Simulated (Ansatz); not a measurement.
With DFT-LDA in the program Ansatz with PAW potentials, BaZrS3 in the orthorhombic phase (Pnma; Ba on 4c, Zr on 4a, S on 4c, S on 8d) relaxes to a = 7.026 Å, b = 9.835 Å, c = 6.854 Å. Zr has 6 nearest neighbours from 2.50 Å (octahedral). Against the elements it lies at -188 kJ/mol of atoms, with no fitted shifts.

It is gapped at this level: 0.85 eV (direct). The valence maximum lies at Γ and the conduction minimum at Γ. Electrons at the band edge weigh 0.19, 0.32, 0.32 mₑ (principal values).

An equation-of-state fit gives a bulk modulus of 804 kbar. The elastic constants imply a Debye temperature near 326 K. Without the LO–TO term the highest mode at Γ lies at 427 cm⁻¹.

The cell was relaxed with LDA under the symmetry of its start; of distortions, only those at the zone centre were tested. No spin polarisation was allowed. The references are the lowest solids computed at this level, not always the standard phases. Scalar-relativistic: spin–orbit coupling is off unless named, which matters more the heavier the elements.

Potentials: the later of the program's two PAW sets.
